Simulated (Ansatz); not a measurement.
Ta$_{2}$Sn$_{2}$O$_{7}$:
```yaml
crystal:
  lattice:
    - [0.00000, 5.30042, 5.30042]
    - [5.30042, 0.00000, 5.30042]
    - [5.30042, 5.30042, 0.00000]
  atoms:
    - { symbol: Ta, position: [0.62500, 0.62500, 0.62500] }
    - { symbol: Ta, position: [0.12500, 0.62500, 0.62500] }
    - { symbol: Ta, position: [0.62500, 0.62500, 0.12500] }
    - { symbol: Ta, position: [0.62500, 0.12500, 0.62500] }
    - { symbol: Sn, position: [0.12500, 0.12500, 0.12500] }
    - { symbol: Sn, position: [0.62500, 0.12500, 0.12500] }
    - { symbol: Sn, position: [0.12500, 0.12500, 0.62500] }
    - { symbol: Sn, position: [0.12500, 0.62500, 0.12500] }
    - { symbol: O, position: [0.25000, 0.25000, 0.25000] }
    - { symbol: O, position: [0.00000, 0.00000, 0.00000] }
    - { symbol: O, position: [0.56200, 0.93800, 0.56200] }
    - { symbol: O, position: [0.31200, 0.68800, 0.68800] }
    - { symbol: O, position: [0.93800, 0.56200, 0.93800] }
    - { symbol: O, position: [0.68800, 0.31200, 0.31200] }
    - { symbol: O, position: [0.56200, 0.56200, 0.93800] }
    - { symbol: O, position: [0.68800, 0.31200, 0.68800] }
    - { symbol: O, position: [0.93800, 0.93800, 0.56200] }
    - { symbol: O, position: [0.31200, 0.68800, 0.31200] }
    - { symbol: O, position: [0.93800, 0.56200, 0.56200] }
    - { symbol: O, position: [0.68800, 0.68800, 0.31200] }
    - { symbol: O, position: [0.56200, 0.93800, 0.93800] }
    - { symbol: O, position: [0.31200, 0.31200, 0.68800] }
```

Relaxed with PBEsol. Special points in fractions of this cell's reciprocal vectors: Γ (0.000, 0.000, 0.000); X (0.500, 0.000, 0.500); U (0.625, 0.250, 0.625); K (0.375, 0.375, 0.750); L (0.500, 0.500, 0.500); W (0.500, 0.250, 0.750).

Question: List the band energies nearest the valence-band maximum at these points for PBEsol in the plane-wave PAW code Ansatz.

Answer: In eV from the valence-band maximum; about four levels below and three above (degenerate sets whole), none deeper than 8.9 eV; points with the same levels are listed once.

```
k                                below                     above
-  -----------------------------------  ------------------------
Γ  -2.81 -2.81 -2.81 -0.24 -0.24 -0.24  1.49 1.49 1.86 1.86 1.86
X              -1.27 -1.27 -0.04 -0.04       1.59 1.59 1.89 1.89
U              -1.43 -1.19 -0.09 -0.06            1.64 1.87 1.98
L                -1.60 -1.07 0.00 0.00            1.61 1.61 1.70
W              -1.31 -1.31 -0.09 -0.09       1.79 1.79 2.08 2.08
```

Space group Fd-3m. The first step of the workflow began from a Materials Project structure, measured or hypothetical; the Crystallography Open Database files this formula in space group No. 227, but the cells were not matched. Whether it is the stable phase at ambient conditions was not checked. The PBEsol relaxation kept the symmetry of its start. At this level the phase is dynamically unstable (imaginary phonons). No spin polarisation was allowed. Scalar-relativistic: spin–orbit coupling is off unless named, which matters more the heavier the elements.

Potentials: the later of the program's two PAW sets.
